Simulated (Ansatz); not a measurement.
Relaxed-ion elastic tensor of CuI (zinc blende, F-43m) in GPa (Voigt order), the program Ansatz at the PBE level (PAW); density 5.63 g/cm³, 28.08 Å³ per atom.

```
      1     2     3     4     5     6
-  ----  ----  ----  ----  ----  ----
1  50.8  33.1  33.1   0.0   0.0   0.0
2  33.1  50.8  33.1   0.0   0.0   0.0
3  33.1  33.1  50.8   0.0   0.0   0.0
4   0.0   0.0   0.0  21.7   0.0   0.0
5   0.0   0.0   0.0   0.0  21.7   0.0
6   0.0   0.0   0.0   0.0   0.0  21.7
```

Task: Is the crystal mechanically stable?

Result: Yes: the smallest eigenvalue of C is 17.8 GPa.

Task: Work out the Voigt, Reuss and Hill averages.

Result: K_V = 39.0, K_R = 39.0, K_H = 39.0; G_V = 16.6, G_R = 13.8, G_H = 15.2 GPa.

Task: Give Young's modulus, Poisson's ratio, Pugh's ratio and the universal anisotropy index.

Result: E = 9KG/(3K + G) = 40.3 GPa; ν = 0.33; K/G = 2.57 (ductile by the Pugh limit of 1.75); A_U = 5G_V/G_R + K_V/K_R − 6 = 1.03.

Task: Estimate the sound speeds and the Debye temperature.

Result: v_l = √((K + 4G/3)/ρ) = 3240 m/s, v_t = √(G/ρ) = 1640 m/s, mean 1840 m/s; Θ = (h/k)(3n/4πV)^(1/3) v_m = 180 K.

Task: Give the Zener ratio and Young's modulus along [100], [110] and [111].

Result: A = 2C44/(C11 − C12) = 2.45; 1/E = S11 − 2(S11 − S12 − S44/2)Γ with Γ = 0, 1/4, 1/3 gives 24.8, 42.1, 55.0 GPa.

Task: Solve the Christoffel equation for the three sound speeds along [100], [110], [111].

Result: Eigenvalues of C_ijkl n_j n_l equal ρv² (piezoelectric stiffening left out). In km/s, slowest first: [100] 1.96, 1.96, 3.00; [110] 1.26, 1.96, 3.36; [111] 1.53, 1.53, 3.47.

Symmetry was held in the PBE relaxation; phonons on a q-mesh show no instability. The run is not spin-polarised. Spin–orbit coupling is left out wherever it is not named.

Potentials: the later of the program's two PAW sets.
